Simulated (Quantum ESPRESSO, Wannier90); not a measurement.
**Tight-binding from DFT: ZnCdSe2 (P3m1)**

Materials Project entry mp-1215451; symmetrised, unrelaxed at this level. Not found in the COD (Crystallography Open Database) copy used; not checked further. Level: PBEsol, no spin polarisation, no spin-orbit coupling; pw.x of Quantum ESPRESSO at 82 Ry with PseudoDojo potentials, 6×6×4 k-points, Wannier90. Density: 12×12×6 mesh, Gaussian smearing 0.01 Ry. Spin-orbit coupling, left out, would split the p-like bands by a few tenths of an eV.

```
begin unit_cell_cart
ang
    4.2249698483    0.0000000000    0.0000000000
   -2.1124849242    3.6589312189    0.0000000000
    0.0000000000    0.0000000000    6.9253300000
end unit_cell_cart
mp_grid = 6 6 4
```

Neighbour vectors b of the finite-difference formula (Å⁻¹), by shell:

```tsv
shell	b_x	b_y	b_z
1	0.00000	0.00000	0.22682
1	0.00000	0.00000	-0.22682
2	0.00000	0.28620	0.00000
2	0.24786	0.14310	0.00000
2	0.00000	-0.28620	0.00000
2	0.24786	-0.14310	0.00000
2	-0.24786	-0.14310	0.00000
2	-0.24786	0.14310	0.00000
```

Find the weights w_b from the completeness condition Σ_b w_b b_α b_β = δ_αβ.

Shell 1: Σ b_x² = 0.000, Σ b_y² = 0.000, Σ b_z² = 0.103 Å⁻²
Shell 2: Σ b_x² = 0.246, Σ b_y² = 0.246, Σ b_z² = 0.000 Å⁻²
Each of the three diagonal sums, weighted, has to give 1 and the off-diagonal ones 0, which holds for w_1 = 9.72 Å², w_2 = 4.07 Å². Check on xx: 9.72×0.000 + 4.07×0.246 = 1.00.

On this mesh the 8 functions of bands 19-20,31-36 (valence bands; start: s functions at the bond centres, conv_tol = 1.0e-6) end with spreads 2.2136, 2.2136, 2.3936, 2.2136, 2.2523, 2.2785, 2.2523, 2.2523 Å², Ω_I = 17.2009 Å² and Ω_D = 0.0074 Å².

Ω_total is the sum of the spreads, 18.070 Å². Ω_OD = Ω_total − Ω_I − Ω_D = 0.862 Å². Only (Ω_D + Ω_OD)/Ω_total = 4.8 % depends on the gauge, and another start could lower the total by that share at most. The rms radius is √(Ω_total/8) = 1.50 Å.
